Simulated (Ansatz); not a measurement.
MgO2:
```cif
data_Mg4O8
_chemical_formula_sum 'Mg4 O8'
_space_group_name_H-M_alt 'Pa-3'
_space_group_IT_number 205
_space_group_name_Hall '-P 2ac 2ab 3'
_cell_length_a 4.84108
_cell_length_b 4.84108
_cell_length_c 4.84108
_cell_angle_alpha 90.000
_cell_angle_beta 90.000
_cell_angle_gamma 90.000
loop_
_atom_site_label
_atom_site_type_symbol
_atom_site_symmetry_multiplicity
_atom_site_Wyckoff_symbol
_atom_site_fract_x
_atom_site_fract_y
_atom_site_fract_z
_atom_site_occupancy
Mg1 Mg 4 a 0.00000 0.00000 0.00000 1
O1 O 8 c 0.41163 0.41163 0.41163 1
```

Relaxed with PBEsol. DFT-PBEsol in the program Ansatz with PAW potentials gives a gap of 3.95 eV.

Question: What gap does HSE06 give on the same cell (Ansatz, PAW)?

Answer: 6.38 eV, 2.43 eV more. The hybrid was solved on a coarser mesh and at special points; the gap given is the minimum over both.

| k | v1 PBEsol | c1 PBEsol | v1 HSE06 | c1 HSE06 |
|---|---|---|---|---|
| Γ | 0.00 | 4.66 | (withheld) | (withheld) |
| R | -0.56 | 4.60 | -0.58 | 7.21 |
| M | -0.50 | 4.27 | (withheld) | (withheld) |
| X | -0.13 | 4.04 | (withheld) | (withheld) |

Question: Top valence (v1) and lowest conduction level (c1) in eV from each method's valence maximum (which need not be a listed point): supply the withheld HSE06 values.

Answer: 
- Γ, v1 HSE06: 0.00
- Γ, c1 HSE06: 7.27
- M, v1 HSE06: -0.51
- M, c1 HSE06: 6.79
- X, v1 HSE06: -0.13
- X, c1 HSE06: 6.49

Cost on shared cores: the PBEsol run (SCF on a 6×6×6 mesh, then bands and DOS) very roughly 90 core-seconds, the HSE06 run (SCF on 4×4×4, then a few points) very roughly 3 core-minutes; the tasks are unlike.

The workflow started from a Materials Project entry (that database holds measured and hypothetical structures alike); the Crystallography Open Database copy checked does not list it. Its standing as an ambient phase is unchecked. Symmetry was held in the PBEsol relaxation; whether a distortion lowers the energy is not shown.

Potentials: the later of the program's two PAW sets.
